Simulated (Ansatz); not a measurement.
Input:

TiHSe₂:
```cif
data_HSe2Ti
_chemical_formula_sum 'Se2 Ti1 H1'
_space_group_name_H-M_alt 'P 1'
_space_group_IT_number 1
_cell_length_a 3.58195
_cell_length_b 3.58195
_cell_length_c 6.16638
_cell_angle_alpha 90.000
_cell_angle_beta 90.000
_cell_angle_gamma 120.000
loop_
_space_group_symop_operation_xyz
  'x, y, z'
loop_
_atom_site_label
_atom_site_type_symbol
_atom_site_fract_x
_atom_site_fract_y
_atom_site_fract_z
_atom_site_occupancy
Se1 Se 0.66667 0.33333 0.99631 1
Ti1 Ti 0.00000 0.00000 0.23954 1
Se2 Se 0.33333 0.66667 0.48370 1
H1 H 0.33333 0.66667 0.72845 1
```

This is the PBE+D3(BJ)-relaxed structure.

**Question.** All from PBE+D3(BJ) in the plane-wave PAW code Ansatz, unless another level is named. Give the electronic character.

**Answer.** metallic (no gap).

**Question.** Give the density of states at the Fermi level.

**Answer.** 0.82 states/eV per atom (mean over ±0.08 eV).

**Question.** Next, the gap with spin–orbit coupling?

**Answer.** none (metallic).

Space group P3m1. A made-up cell: these elements were put on the sites of a structure type; neither database checked (COD, Materials Project) lists it. Its standing as an ambient phase is unchecked. Symmetry was held in the PBE+D3(BJ) relaxation; of distortions, only those at the zone centre were tested. No spin polarisation was allowed. With an odd number of electrons in the cell and no spin polarisation, the count alone makes it a metal. Spin–orbit coupling is left out wherever it is not named.

Potentials: the later of the program's two PAW sets.
